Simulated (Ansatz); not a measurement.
# NbSN: do energies and stresses tell the same story?

Level of theory: Ansatz 0.2.0, DFT PBE, scalar-relativistic, plane waves, PAW.

Cutoff 420 eV; k points 10×10×6 on the computed 6-atom cell (Γ-centred); Gaussian smearing, width 0.10 eV; no spin polarisation.

Relaxed cell: P4/nmm, a = 3.575 Å, b = 3.575 Å, c = 6.092 Å, α = 90.00°, β = 90.00°, γ = 90.00°, 6 atoms in the primitive cell. Whether it is the stable form of this composition wasn't checked.

Energies at zero smearing and pressures from the stress tensor, at volumes with shape and atoms relaxed:
```json
{"V (Å³/atom)": "11.419", "E − E(first) (meV/atom)": "0.00", "P (GPa)": "32.22"}
{"V (Å³/atom)": "11.808", "E − E(first) (meV/atom)": "-65.72", "P (GPa)": "22.13"}
{"V (Å³/atom)": "12.197", "E − E(first) (meV/atom)": "-108.76", "P (GPa)": "13.53"}
{"V (Å³/atom)": "12.587", "E − E(first) (meV/atom)": "-132.49", "P (GPa)": "6.21"}
{"V (Å³/atom)": "12.976", "E − E(first) (meV/atom)": "-139.79", "P (GPa)": "-0.03"}
{"V (Å³/atom)": "13.365", "E − E(first) (meV/atom)": "-133.12", "P (GPa)": "-5.34"}
{"V (Å³/atom)": "13.754", "E − E(first) (meV/atom)": "-114.58", "P (GPa)": "-9.82"}
{"V (Å³/atom)": "14.273", "E − E(first) (meV/atom)": "-74.53", "P (GPa)": "-14.71"}
```

Task: Check P = −dE/dV between neighbouring volumes, and get the bulk modulus from the pressures alone.

Result: With 1 eV/Å³ = 160.2 GPa:
```json
{"middle V (Å³/atom)": "11.613", "−ΔE/ΔV (GPa)": "27.049", "mean P (GPa)": "27.173"}
{"middle V (Å³/atom)": "12.003", "−ΔE/ΔV (GPa)": "17.712", "mean P (GPa)": "17.827"}
{"middle V (Å³/atom)": "12.392", "−ΔE/ΔV (GPa)": "9.767", "mean P (GPa)": "9.869"}
{"middle V (Å³/atom)": "12.781", "−ΔE/ΔV (GPa)": "3.004", "mean P (GPa)": "3.090"}
{"middle V (Å³/atom)": "13.171", "−ΔE/ΔV (GPa)": "-2.744", "mean P (GPa)": "-2.685"}
{"middle V (Å³/atom)": "13.560", "−ΔE/ΔV (GPa)": "-7.632", "mean P (GPa)": "-7.578"}
{"middle V (Å³/atom)": "14.014", "−ΔE/ΔV (GPa)": "-12.363", "mean P (GPa)": "-12.262"}
```

The two differ by 0.12 GPa at most. The mean of two end pressures misses the average over a step by about ΔV² P″/12, up to 0.13 GPa here; with that taken off 0.01 GPa remains. Around V = 12.976 Å³/atom, the two neighbours give B = −V ΔP/ΔV = 12.976 × 11.55 / 0.779 = 192.5 GPa, against B0 = 190.9 GPa from the Birch–Murnaghan fit of the energies.

Cost: 9 runs of about 8.2 core-minutes in all, on Arm Neoverse V2 (shared hosts).